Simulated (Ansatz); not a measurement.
**InSb3: a sublattice moved along a line**

Level of theory: DFT PBE, scalar-relativistic, plane waves, PAW (Ansatz). The runs took a 420 eV cutoff, a Γ-centred 10×10×10 mesh and Gaussian smearing (0.15 eV). No spin polarisation. Energies are free energies at this smearing, counted from the undisturbed cell; pressure is positive in compression.

The undisturbed cell (relaxed at this level; it needn't be the usual structure):

```yaml
crystal:
  lattice:
    - [4.81384, 0.00000, 0.00000]
    - [0.00000, 4.81384, 0.00000]
    - [0.00000, 0.00000, 4.81384]
  atoms:
    - { symbol: In, position: [0.00000, 0.00000, 0.00000] }
    - { symbol: Sb, position: [0.50000, 0.00000, 0.50000] }
    - { symbol: Sb, position: [0.00000, 0.50000, 0.50000] }
    - { symbol: Sb, position: [0.50000, 0.50000, 0.00000] }
```

Every In atom is moved by x along the Cartesian unit vector (0.707, 0.707, 0.000); the cell and all other atoms stay fixed. The cell is metallic on the mesh throughout.

| x (Å) | ΔE (meV/cell) | force along x on the moved atoms (eV/Å) | pressure (GPa) |
| --- | --- | --- | --- |
| -0.3000 | 65.9 | 0.48 | 0.5 |
| -0.1500 | 15.4 | 0.21 | 0.1 |
| 0.0000 | 0.0 | 0.00 | 0.0 |
| 0.2250 | 35.7 | -0.33 | 0.3 |

Cost: 4 runs of about 5.3 core-minutes in all, on Intel Xeon Processor @ 2.50GHz (Skylake/Cascade Lake) (shared hosts).